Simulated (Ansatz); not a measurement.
Ir:
```xyz
1
Lattice="-1.5378 1.5378 1.5378 1.5378 -1.5378 1.5378 1.5378 1.5378 -1.5378" Properties=species:S:1:pos:R:3 pbc="T T T"
Ir     0.0000     0.0000     0.0000
```

Relaxed with PBEsol. Special points in fractions of this cell's reciprocal vectors: Γ (0.000, 0.000, 0.000); H (0.500, -0.500, 0.500); N (0.000, 0.000, 0.500); P (0.250, 0.250, 0.250).

List the band energies nearest the Fermi level at these points for PBEsol in the plane-wave PAW code Ansatz.

In eV from the Fermi level; about four levels below and three above (degenerate sets whole), none deeper than 8.9 eV; … stands for higher levels left out; points with the same levels are listed once.

```tsv
k	below	above
Γ	-3.59 -3.59 -3.59 -0.53 -0.53	…
H	-7.04 -7.04	1.57 1.57 1.57
N	-5.42 -0.70 -0.12 -0.02	2.28 …
P	-4.70 -4.70 -4.70	0.08 0.08 5.38
```

Space group Im-3m (bcc (W type)). The start of the workflow was typed in or built on a structure type; neither database checked (COD, Materials Project) lists it. It is not the phase usual at ambient conditions (space group No. 225). Symmetry was held in the PBEsol relaxation. At this level the phase is mechanically unstable. No spin polarisation was allowed. Spin–orbit coupling is left out wherever it is not named.

Potentials: the earlier of the program's two PAW sets. The files were generated under PBE; for other functionals the program regenerates the frozen cores, and for LDA and PBEsol the local potential too.
